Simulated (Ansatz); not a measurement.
Mg (hcp, Mg type)

```xyz
4
Lattice="3.1862 0.0000 0.0000 -1.5931 2.7593 0.0000 0.0000 0.0000 10.4470" Properties=species:S:1:pos:R:3 pbc="T T T"
Mg     0.0000     1.8395     3.9176
Mg     0.0000     1.8395     9.1411
Mg     1.5931     0.9198     1.3059
Mg     1.5931     0.9198     6.5294
```

A phonon eigenvector at A = (0.0, 0.0, 0.5) is frozen into this cell: atom i moves by Q times the vector below, so Q is the largest atomic displacement, in Å. The cell is held. It is one choice among 2 degenerate patterns. (q is in reciprocal vectors of the primitive cell; the cell shown is doubled to hold the pattern.)

| atom | x | y | z |
|---|---|---|---|
| Mg1 | 0.000 | 0.000 | 1.000 |
| Mg2 | 0.000 | 0.000 | -1.000 |

Atoms not listed stay in place.

These are PBE (plane waves to 420 eV, PAW, scalar-relativistic; Ansatz, a first-principles code) values and carry that method's errors. k mesh 17×17×5 (Γ-centred), Fermi-Dirac smearing 0.05 eV. E stands for the smeared free energy. Stress and pressure are positive under compression. With partly filled bands, energies and forces of such displacements shift with the k mesh and the smearing. Mg was relaxed with its symmetry unable to fall. The PAW data are Ansatz's earlier set. ΔE is measured from the undisplaced structure.

Estimate the ΔE (eV/cell) and P (GPa) for Q (Å) = -0.180, -0.090, 0.060, 0.090, 0.120.


```
Q (Å)   ΔE (eV/cell)  P (GPa)
------  ------------  -------
-0.180         0.093      0.4
-0.090         0.023      0.1
0.060          0.010      0.0
0.090          0.023      0.1
0.120          0.041      0.2
```

(A displaced cell: forces are minus the slopes of the energy, force constants its curvatures, and phonons follow from these.)
